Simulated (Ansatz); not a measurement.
GaAs (zinc blende)

```yaml
crystal:
  lattice:
    - [0.00000, 5.66670, 5.66670]
    - [2.83335, 0.00000, 2.83335]
    - [2.83335, 2.83335, 0.00000]
  atoms:
    - { symbol: As, position: [0.37500, 0.75000, 0.75000] }
    - { symbol: As, position: [0.87500, 0.75000, 0.75000] }
    - { symbol: Ga, position: [0.00000, 0.00000, 0.00000] }
    - { symbol: Ga, position: [0.50000, 0.00000, 0.00000] }
```

A phonon eigenvector at L = (0.5, 0.0, 0.0) is frozen into this cell: atom i moves by Q times the vector below, so Q is the largest atomic displacement, in Å. The cell is held. It is one choice among 2 degenerate patterns. (q is in reciprocal vectors of the primitive cell; the cell shown is doubled to hold the pattern.)

```tsv
atom	x	y	z
As1	0.268	-0.488	0.756
As2	-0.268	0.488	-0.756
Ga3	-0.285	0.520	-0.805
Ga4	0.285	-0.520	0.805
```

The numbers are results of r2SCAN (plane waves to 500 eV, PAW, scalar-relativistic; Ansatz, a quantum-chemistry and plane-wave program), not measurements. k mesh 5×10×10 (Γ-centred), Fermi-Dirac smearing 0.05 eV. E stands for the smeared free energy. Stress and pressure are positive under compression. GaAs was relaxed with its symmetry unable to fall. The zero of ΔE is the undisplaced structure.

```tsv
Q (Å)	ΔE (meV/cell)	−dE/dQ from forces (eV/Å)	P (GPa)
-0.180	68.6	0.787	-0.28
-0.150	47.1	0.644	-0.20
-0.120	29.9	0.506	-0.13
-0.090	16.7	0.375	-0.07
-0.060	7.4	0.247	-0.03
-0.030	1.8	0.123	-0.01
0.000	0.0	0.000	0.00
0.030	1.8	-0.123	-0.01
0.060	7.4	-0.247	-0.03
0.090	16.7	-0.375	-0.07
0.120	29.9	-0.506	-0.13
0.150	47.1	-0.644	-0.20
0.180	68.6	-0.787	-0.28
```

Summary:

- Energy at Q = 0.180 Å = 68.6 meV/cell
- Space group of the distorted cell = P1 (No. 1), lowered from F-43m
- Symmetry of the curve = even: the same for both signs
- Shape of the curve = a single well with its minimum at or next to zero displacement
- Harmonic wavenumber from the curvature (finite differences) = 64 cm⁻¹
- Wavenumber by perturbation theory (DFPT, on another k mesh) = 64 cm⁻¹

(A displaced cell: forces are minus the slopes of the energy, force constants its curvatures, and phonons follow from these.)
